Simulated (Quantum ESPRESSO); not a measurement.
# Mo2CuAgRu3Sn: one composition in several site orders

Simulated, not a measurement. The program is pw.x of Quantum ESPRESSO 7.5 (plane-wave density functional theory). The cell is made up: eight metal atoms on a face-centred cubic lattice, with elements, volume, strain and displacements drawn at random and not relaxed, so it may be unstable or far from any real phase. PseudoDojo standard norm-conserving files set the functional (PBE unless stated); there is no spin polarisation or spin-orbit coupling, the Fermi-Dirac width of 0.25 eV means electrons at about 2900 K, and the masses in the input are unused placeholders. The copper pseudopotential is less sure than most, with forces differing by about three percent and pressure by about two GPa from a second method on plain copper. The tin pseudopotential is less sure than most, with forces differing by about three percent from a second method on plain tin. A spin test at this wide smearing found no moment, but such smearing suppresses magnetism that the real alloy may have.

The runs put one composition on the sites in different orders. Cell, positions, cutoff, mesh and smearing stay as in the input of run 1; sites are counted in its order. Stress in the tables is positive in tension.

Input of run 1:

```
&control calculation='scf', pseudo_dir='./dojo.nc.sr.pbe.v0_5.standard.upf', outdir='./o', disk_io='minimal', tprnfor=.true., tstress=.true. /
&system ibrav=0, nat=8, ntyp=5, nbnd=78, ecutwfc=92.02030273, nosym=.true., tot_charge=0,
 occupations='smearing', smearing='fd', degauss=0.0183746611
/
&electrons conv_thr=1.470e-08, electron_maxstep=70, mixing_beta=0.5 /
ATOMIC_SPECIES
Ag 1.0 Ag.upf
Cu 1.0 Cu.upf
Mo 1.0 Mo.upf
Ru 1.0 Ru.upf
Sn 1.0 Sn.upf
CELL_PARAMETERS angstrom
0.0027 -2.0402 -2.0221
0.0058 4.0361 -3.9999
8.0922 0.0005 -0.0111
ATOMIC_POSITIONS angstrom
Mo -0.0024 -0.0154 -0.0097
Mo 4.1446 0.0313 -0.0007
Cu 0.0101 2.045 -1.998
Ag 4.1237 2.0495 -2.0187
Ru 1.9852 -0.0295 -1.9801
Ru 6.003 0.0232 -2.0813
Ru 2.0164 2.0262 -3.9441
Sn 6.1113 2.0512 -4.1113
K_POINTS automatic
8 4 3 1 1 1
```

| run | elements on sites 1 to 8 | free energy less that of run 1 (eV) | -TS (eV) | pressure (GPa) | stress xx (GPa) | stress yy (GPa) | stress zz (GPa) | stress yz (GPa) | stress xz (GPa) | stress xy (GPa) | iterations |
| --- | --- | --- | --- | --- | --- | --- | --- | --- | --- | --- | --- |
| 1 | Mo Mo Cu Ag Ru Ru Ru Sn | 0.000 | -1.755 | -8.79 | 11.09 | 8.41 | 6.89 | -1.16 | -1.10 | 0.31 | 21 |
| 2 | Ag Ru Ru Mo Sn Ru Mo Cu | -0.285 | -1.880 | -9.33 | 11.26 | 8.35 | 8.39 | -0.87 | 0.12 | -0.12 | 21 |
| 3 | Ru Ag Cu Ru Sn Ru Mo Mo | -0.373 | -1.744 | -10.01 | 10.69 | 10.08 | 9.24 | -1.45 | -1.21 | 0.50 | 20 |
| 4 | Ru Sn Ru Mo Ru Mo Cu Ag | 0.422 | -1.883 | -7.89 | 9.61 | 7.03 | 7.05 | -1.02 | 1.46 | -1.32 | 21 |
| 5 | Mo Sn Ru Ru Cu Mo Ag Ru | -0.452 | -1.831 | -8.36 | 7.85 | 8.76 | 8.48 | -2.58 | 0.87 | -0.98 | 22 |
| 6 | Cu Mo Ru Ru Sn Ag Ru Mo | -0.508 | -1.716 | -9.92 | 11.65 | 9.26 | 8.86 | -1.75 | 0.12 | -0.40 | 21 |

Forces Fx Fy Fz (eV/Å):

| site | run 1 | run 2 | run 3 | run 4 | run 5 | run 6 |
| --- | --- | --- | --- | --- | --- | --- |
| 1 | 2.21 1.05 -1.10 | -1.24 -0.13 0.28 | -0.81 -0.55 0.64 | 0.78 0.61 -0.56 | -0.91 0.34 -0.25 | -0.22 -0.22 0.26 |
| 2 | -2.48 0.98 -1.25 | 0.20 -0.38 0.30 | -0.40 -0.22 0.02 | -2.29 -0.35 0.16 | -1.23 -0.41 0.16 | -0.52 -0.81 0.84 |
| 3 | 0.54 -0.34 0.32 | -0.48 0.09 -0.14 | -0.76 0.16 -0.17 | 0.55 -0.71 0.66 | -1.55 -0.37 0.42 | 0.01 0.93 -0.96 |
| 4 | -1.45 -0.29 0.17 | 1.06 0.28 -0.46 | 0.57 0.44 -0.60 | -1.40 -0.39 0.46 | 0.88 -0.38 0.34 | -0.75 1.01 -1.07 |
| 5 | -0.25 -0.42 0.42 | 0.75 0.16 -0.19 | -0.11 0.38 -0.47 | -1.12 0.59 -0.59 | -0.21 0.37 -0.39 | -0.01 0.24 -0.24 |
| 6 | 1.25 -0.52 0.76 | -0.71 0.65 -0.48 | 1.08 0.33 -0.11 | 2.99 1.05 -1.06 | 1.91 1.44 -1.23 | 1.31 0.23 0.06 |
| 7 | -0.43 0.32 -0.48 | 0.75 -0.43 0.30 | -0.39 -0.19 0.08 | -0.49 -0.21 0.05 | 0.04 -0.23 -0.07 | 0.43 -0.25 0.01 |
| 8 | 0.61 -0.79 1.16 | -0.33 -0.24 0.38 | 0.81 -0.35 0.61 | 0.96 -0.60 0.88 | 1.08 -0.76 1.02 | -0.26 -1.12 1.11 |

The sites are displaced and not relaxed, so the energy differences mix bonding between neighbours with strain and are not ordering energies. A rerun of one cell of this series at a higher cutoff and on a denser mesh moved values by no more than 0.005 eV in energy, 0.09 GPa in stress and 0.008 eV/Å in force, and a second program with other atomic files agreed on that cell to 2 % rms in force and 0.5 GPa in pressure.